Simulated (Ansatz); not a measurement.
One stationary structure of CdS. Space group Fm-3m (No. 225), rock salt type. Level of theory: r2SCAN (plane waves to 500 eV, PAW, scalar-relativistic; Ansatz, a quantum-chemistry and plane-wave program).

```cif
data_Cd4S4
_chemical_formula_sum 'Cd4 S4'
_space_group_name_H-M_alt 'Fm-3m'
_space_group_IT_number 225
_space_group_name_Hall '-F 4 2 3'
_cell_length_a 5.45513
_cell_length_b 5.45513
_cell_length_c 5.45513
_cell_angle_alpha 90.000
_cell_angle_beta 90.000
_cell_angle_gamma 90.000
loop_
_atom_site_label
_atom_site_type_symbol
_atom_site_symmetry_multiplicity
_atom_site_Wyckoff_symbol
_atom_site_fract_x
_atom_site_fract_y
_atom_site_fract_z
_atom_site_occupancy
Cd1 Cd 4 a 0.00000 0.00000 0.00000 1
S1 S 4 b 0.50000 0.50000 0.50000 1
```
(The calculation used a cell of 2 atoms; values per cell refer to that cell.)

Predict the band gap from r2SCAN.

0.74 eV, indirect (valence top at k = (0, 0.2, -0.2), conduction bottom at k = (0, -0.5, -0.5)) (no spin-orbit coupling).

Give the smallest direct gap at the level r2SCAN.

2.38 eV at Γ.

No spin polarisation in the result.

It was reached from a disturbed copy of a P4₂/mmc (No. 131) cell, against which it lies -0.26 eV/atom.

The relaxed structure has the type that CdS is known to take under pressure; here it was relaxed at zero pressure, from a generated start.
